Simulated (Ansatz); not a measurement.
input.yaml (Ansatz 0.2.0):

```yaml
crystal:
  lattice:
    - [3.8703800779, 0.0, 0.0]
    - [-1.935190039, 3.3518474698, 0.0]
    - [0.0, 0.0, 6.4643400896]
  atoms:
    - { symbol: Sn, position: [0.0, 0.0, 0.0] }
    - { symbol: Se, position: [0.3333333333, 0.6666666667, 0.2460712768] }
    - { symbol: Se, position: [0.6666666667, 0.3333333333, 0.7539287232] }
basis:
  ecutwfc: 500
  ecutrho_ratio: 4
kpoints:
  mp_grid: { grid: [10, 10, 6] }
hamiltonian:
  xc: r2scan
scf:
  occupations: { method: gaussian, width: 0.05 }
output:
  forces: true
  stress: true
  eigenvalues: true
relax:
  f_tol: 0.04
  max_steps: 40
  cell: { stress_tol: 0.4, fix: [volume] }
```

Launched as:
```sh
ansatz run input.yaml --threads 4 --pin off --max-ram 7168MiB --backend cpu --events-out ev --progress --plain --runs-dir out
```

The start was a prototype's sites filled with these elements; the Crystallography Open Database holds the compound in this structure.

Before reading the output: what should come out?

Energy lowered by 3.4 meV/atom, pressure -0.3 GPa, gap on the mesh 1.04 eV (r²SCAN, scalar-relativistic).

About how long does the run take on 4 threads of AMD EPYC 9R45 96-Core Processor (Zen 5), on a shared host, and how much memory does it need?

About 9.2 s, with a peak of 0.77 GiB.

The output:

```
Pseudopotentials: kind: paw
Pseudopotential: Sn, paw, valence charge 14, recommended cutoff 500 eV (meta_gga), Sn.paw.azcp
Pseudopotential: Se, paw, valence charge 16, recommended cutoff 500 eV (meta_gga), Se.paw.azcp
Crystal: 3 atoms, lattice volume = 83.861 Å³
Basis set: ecut = 500 eV, 2105 PW (Γ), exchange–correlation on 120×120×192 points (64 copies of the dense FFT grid, shifted against one another)
Bands: 28, of which v1, the nominal top of the filled ones, is band 23 counted from 1 (22 counted from 0)
Symmetry: 12 space group operations
Space group: P-3m1 (ITA 164), of the structure as read, at distance tolerance 4.4e-5 Å
k-points: 72 of 600
Initial density: superposition of atomic densities (neutral atoms: chi_scale 0, normalization atom), corrected by the library's trained network
Initial wavefunctions: pseudopotential atomic-orbital guess
Functional: x = r2scan, c = r2scan; τ floored in thin density (d = 2e-4 eV/Å³)
```

SCF trace (energy estimate counted from the last row; the run made several SCF loops, for ionic steps, more bands or searches for a lower state, numbered loop.iteration):
```tsv
iteration	ΔE (eV)	density residual (eV)
1.1	0.019	6.21e-2
1.2	0.011	4.52e-3
1.3	0.010	7.35e-4
1.4	0.010	1.89e-5
1.5	0.010	2.06e-6
1.6	0.010	8.77e-8
2.1	0.086	1.99e-2
2.2	0.033	3.97e-3
2.3	0.033	2.71e-4
2.4	0.033	2.53e-5
2.5	0.033	4.00e-6
2.6	0.033	1.43e-7
3.1	-3.2e-03	1.10e-2
…	…	…
3.8	9.0e-06	2.86e-10
4.1	1.6e-05	2.36e-8
4.2	1.0e-06	5.77e-9
4.3	0.000	1.46e-10
```

```
SCF converged after 3 iterations
Free energy (F): -16996.172879 eV
E sigma→0 (E₀):  -16996.172879 eV
Fermi energy:    7.096238 eV
--- Forces (eV/Å), atoms counted from 1 ---
  atom   1  Sn     0.00000000     0.00000000     0.00000000
  atom   2  Se     0.00000000     0.00000000    -0.01442512
  atom   3  Se     0.00000000     0.00000000     0.01442512
--- Stress (GPa, compression-positive) ---
       -0.359554       0.000000       0.000000
        0.000000      -0.359554       0.000000
        0.000000       0.000000      -0.116997
  P = ⅓ Tr σ = -0.2787 GPa (-2.787 kbar)
--- Relaxed structure (3 steps of the walk, 2 accepted, 1 SCFs on fresh bases) ---
  F+E_penalty+E_count = -16996.17287926 eV   max|allowed force component| = 1.443e-2 eV/Å   (the final SCF, on the basis selected at the relaxed cell)
  cell:  # Å, volume = 83.8614 Å³
    - [3.85027, 0.00000, 0.00000]
    - [-1.92513, 3.33443, 0.00000]
    - [0.00000, 0.00000, 6.53206]
  atoms:
    - { symbol: Sn, position: [0.00000, 0.00000, 0.00000] }
    - { symbol: Se, position: [0.33333, 0.66667, 0.24073] }
    - { symbol: Se, position: [0.66667, 0.33333, 0.75927] }
```

Kohn–Sham gaps of semilocal functionals lie under measured ones, often by a third or more. The structure is built of weakly bound layers, and this functional has no dispersion term, so their spacing and all that hangs on it (volume, the soft elastic constants, low modes, dielectric constants) are poorly given.
